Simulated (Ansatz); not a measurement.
## Co3Si8Ni: relaxed-ion elastic tensor

Level of theory: DFT PBE, scalar-relativistic, plane waves, PAW (Ansatz). Cutoff 420 eV, 8×8×8 k-points (Γ-centred), Fermi-Dirac smearing of 0.15 eV. No spin polarisation.

Relaxed structure:
```xyz
12
Lattice="5.3721 0.0000 0.0000 0.0000 5.3721 0.0000 0.0000 0.0000 5.3721" Properties=species:S:1:pos:R:3 pbc="T T T"
Co    2.6860    0.0000    2.6860
Co    2.6860    2.6860    0.0000
Co    0.0000    2.6860    2.6860
Si    4.0174    1.3547    4.0174
Si    1.3547    1.3547    1.3547
Si    4.0174    4.0174    1.3547
Si    1.3547    4.0174    4.0174
Si    1.3547    4.0174    1.3547
Si    4.0174    4.0174    4.0174
Si    1.3547    1.3547    4.0174
Si    4.0174    1.3547    1.3547
Ni    0.0000    0.0000    0.0000
```

The structure comes from a generated guess, relaxed at this level; another structure or a mixture of phases may lie lower. In a metal, frequencies and elastic constants depend on the k mesh and the smearing, soft modes and shear constants most.

(1) Give the relaxed-ion elastic constants (GPa, Voigt order xx yy zz yz xz xy, on the Cartesian axes of the cell above).

(2) Is the crystal stable against homogeneous strain?

(3) And the moduli of a polycrystal (Hill averages)?

## Answers

(1)
```
230.9 142.2 142.2   0.0   0.0   0.0
142.2 230.9 142.2   0.0   0.0   0.0
142.2 142.2 230.9   0.0   0.0   0.0
  0.0   0.0   0.0  95.8   0.0   0.0
  0.0   0.0   0.0   0.0  95.8   0.0
  0.0   0.0   0.0   0.0   0.0  95.8
```

(2) Yes: the least eigenvalue of the tensor is 88.7 GPa.

(3) B = 172 GPa, G = 70 GPa, E = 186 GPa, ν = 0.32.
